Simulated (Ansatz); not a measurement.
VIr (L1₀ or tetragonal B2, P4/mmm) at seven volumes, plane-wave PAW PBEsol (Ansatz code), shape and atoms relaxed at each. One row is withheld.

```tsv
V (Å³/atom)	P (GPa)
12.235	35.01
12.639	21.37
13.042	9.81
13.445	0.00
13.849	?
14.252	-15.32
14.655	-21.24
```

Question: Fit the shown pressures and predict the withheld one.

Answer: Third-order Birch–Murnaghan: P = (3/2)B₀(x^(7/2) − x^(5/2))[1 + (3/4)(B′ − 4)(x − 1)] with x = (V₀/V)^(2/3). Least squares on the six rows gives V₀ = 13.446 Å³/atom, B₀ = 299.7 GPa, B′ = 4.51. At V = 13.849, x = 0.9805 and P = -8.28 GPa. The run itself gave -8.30 GPa.

The workflow started from an entry of the Crystallography Open Database (COD), which files this formula under 2 space groups. Its standing as an ambient phase is unchecked. The PBEsol relaxation kept the symmetry of its start; whether a distortion lowers the energy is not shown. The workflow began spin-polarised and lost its moments. Spin–orbit coupling is left out wherever it is not named.

Potentials: the later of the program's two PAW sets.
